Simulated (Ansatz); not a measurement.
SiGe in space group Pmma (No. 51; Si on 2e, Si on 2f, Ge on 2e, Ge on 2f), DFT-PBEsol in the program Ansatz with PAW potentials, all energies at zero smearing, with the estimated change up to a 700 eV cutoff added, with one set of potentials and settings (totals compare only within such a set). Cell of 8 atoms (4 Si, 4 Ge): -19499.855 eV.

| element | reference phase | E (eV/atom) |
|---|---|---|
| Si | Fd-3m, 2 atoms in the cell | -621.4920 |
| Ge | Fd-3m, 2 atoms in the cell | -4253.4978 |

Formation energy per atom, worked out: (-19499.855 − 4×(-621.4920) − 4×(-4253.4978))/8 = 0.013 eV/atom (1 kJ per mol of atoms), at 0 K, without zero-point energy or fitted corrections.

The start of the workflow was typed in or built on a structure type; neither database checked (COD, Materials Project) lists it. Whether it is the stable phase at ambient conditions was not checked. The cell was relaxed with PBEsol under the symmetry of its start; of distortions, only those at the zone centre were tested. The references are the lowest solids computed at this level, not always the standard phases.

Potentials: the later of the program's two PAW sets.
